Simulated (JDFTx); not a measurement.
An input for JDFTx (a modified build) (Ru(0001), CANDLE, water, 1 M NaF; bohr, hartree) and the course of its log:

```
lattice \
  5.1170574511 2.5585287161 0.0000000000 \
  0.0000000000 4.4315017383 0.0000000000 \
  0.0000000000 0.0000000000 42.3298651916
coords-type Lattice
ion Ru 0.6666666668 0.6666666668 -0.1429051340 0
ion Ru 0.0000000002 0.0000000002 -0.0476350450 0
ion Ru 0.6666666668 0.6666666668 0.0476350450 0
ion Ru 0.0000000002 0.0000000002 0.1429051340 0
ion-species pseudo/ru_pbe_v1.2.upf
elec-cutoff 20 100
elec-ex-corr gga-PBE
coulomb-interaction Slab 001
coulomb-truncation-embed 0 0 0
kpoint-folding 10 10 1
elec-smearing Fermi 0.01
elec-n-bands 40
electronic-scf nIterations 100 energyDiffThreshold 1e-08 mixFraction 0.9
fluid LinearPCM
pcm-variant CANDLE
fluid-solvent H2O
fluid-cation Na+ 1
fluid-anion F- 1
fluid-minimize nIterations 400 knormThreshold 1e-11
wavefunction read vac.wfns
elec-initial-eigenvals vac.eigenvals
dump-name f0.$VAR
dump End State Ecomponents EigStats BandEigs Forces ElecDensity IonicPositions Fillings Kpoints Dtot FluidDebug BoundCharge FluidDensity
```

```
[one cycle in 5 is shown, and the last three; fluid-solver lines are left out]
	FillingsUpdate:  mu: -0.176703164  nElectrons: 64.000000
SCF: Cycle:  0   F: -379.995598226898778   dF: +5.565e-05   |Residual|: 1.512e-03   |deigs|: 2.370e-05
	FillingsUpdate:  mu: -0.173685695  nElectrons: 64.000000
SCF: Cycle:  5   F: -379.995680967096177   dF: -3.037e-06   |Residual|: 1.185e-04   |deigs|: 5.601e-04
	FillingsUpdate:  mu: -0.173327394  nElectrons: 64.000000
SCF: Cycle: 10   F: -379.995681282300040   dF: +4.371e-08   |Residual|: 5.739e-05   |deigs|: 3.021e-05
	FillingsUpdate:  mu: -0.173351819  nElectrons: 64.000000
SCF: Cycle: 15   F: -379.995681303123774   dF: -7.022e-09   |Residual|: 3.866e-05   |deigs|: 2.489e-05
	FillingsUpdate:  mu: -0.173336697  nElectrons: 64.000000
SCF: Cycle: 20   F: -379.995684402598215   dF: -6.958e-08   |Residual|: 3.089e-05   |deigs|: 7.812e-06
	FillingsUpdate:  mu: -0.173306414  nElectrons: 64.000000
SCF: Cycle: 25   F: -379.995684380252442   dF: +2.092e-08   |Residual|: 4.365e-05   |deigs|: 3.471e-05
	FillingsUpdate:  mu: -0.173336712  nElectrons: 64.000000
SCF: Cycle: 30   F: -379.995684407414274   dF: -1.444e-08   |Residual|: 3.303e-05   |deigs|: 1.487e-05
	FillingsUpdate:  mu: -0.173314290  nElectrons: 64.000000
SCF: Cycle: 35   F: -379.995684408542161   dF: -2.112e-08   |Residual|: 1.383e-05   |deigs|: 1.011e-05
	FillingsUpdate:  mu: -0.173324505  nElectrons: 64.000000
SCF: Cycle: 40   F: -379.995684402753852   dF: +6.234e-09   |Residual|: 1.816e-05   |deigs|: 3.510e-06
	FillingsUpdate:  mu: -0.173298071  nElectrons: 64.000000
SCF: Cycle: 45   F: -379.995684363103976   dF: +3.339e-08   |Residual|: 3.266e-05   |deigs|: 3.974e-05
	FillingsUpdate:  mu: -0.173334897  nElectrons: 64.000000
SCF: Cycle: 50   F: -379.995684370557171   dF: +3.865e-08   |Residual|: 4.861e-05   |deigs|: 1.890e-05
	FillingsUpdate:  mu: -0.173312957  nElectrons: 64.000000
SCF: Cycle: 55   F: -379.995684404706253   dF: -1.898e-08   |Residual|: 1.498e-05   |deigs|: 2.450e-05
	FillingsUpdate:  mu: -0.173332039  nElectrons: 64.000000
SCF: Cycle: 60   F: -379.995684399130369   dF: +9.723e-09   |Residual|: 2.317e-05   |deigs|: 1.370e-05
	FillingsUpdate:  mu: -0.173295358  nElectrons: 64.000000
SCF: Cycle: 65   F: -379.995684395089995   dF: +5.139e-09   |Residual|: 2.268e-05   |deigs|: 5.123e-05
	FillingsUpdate:  mu: -0.173318692  nElectrons: 64.000000
SCF: Cycle: 70   F: -379.995684407591511   dF: -1.063e-08   |Residual|: 1.184e-05   |deigs|: 2.816e-05
	FillingsUpdate:  mu: -0.173331083  nElectrons: 64.000000
SCF: Cycle: 75   F: -379.995684396209640   dF: +1.351e-08   |Residual|: 2.930e-05   |deigs|: 1.271e-05
	FillingsUpdate:  mu: -0.173317508  nElectrons: 64.000000
SCF: Cycle: 80   F: -379.995684408374416   dF: -2.579e-08   |Residual|: 9.325e-06   |deigs|: 2.500e-05
	FillingsUpdate:  mu: -0.173348073  nElectrons: 64.000000
SCF: Cycle: 85   F: -379.995684394602165   dF: +1.251e-08   |Residual|: 2.641e-05   |deigs|: 4.144e-05
	FillingsUpdate:  mu: -0.173314226  nElectrons: 64.000000
SCF: Cycle: 90   F: -379.995684407098054   dF: -1.118e-08   |Residual|: 9.021e-06   |deigs|: 2.215e-05
	FillingsUpdate:  mu: -0.173325439  nElectrons: 64.000000
SCF: Cycle: 95   F: -379.995684409611556   dF: -5.024e-08   |Residual|: 9.667e-06   |deigs|: 1.862e-05
	FillingsUpdate:  mu: -0.173351097  nElectrons: 64.000000
SCF: Cycle: 97   F: -379.995684395404965   dF: +4.974e-09   |Residual|: 2.239e-05   |deigs|: 3.138e-05
	FillingsUpdate:  mu: -0.173319937  nElectrons: 64.000000
SCF: Cycle: 98   F: -379.995684406636940   dF: -1.123e-08   |Residual|: 1.520e-05   |deigs|: 3.247e-05
	FillingsUpdate:  mu: -0.173336975  nElectrons: 64.000000
SCF: Cycle: 99   F: -379.995684385228913   dF: +2.141e-08   |Residual|: 3.318e-05   |deigs|: 1.844e-05
SCF: None of the convergence criteria satisfied after 100 iterations.
IonicMinimize: Iter:   0  F: -379.995684385228913  |grad|_K:  0.000e+00
IonicMinimize: Converged (|grad|_K<1.000000e-04).
```

This run gave no converged result. The loop ran out of cycles short of its threshold. It has stalled and not diverged: the last ten energies span 5e-08 Ha, so the total is near its end, but levels, forces and charges aren't shown converged.
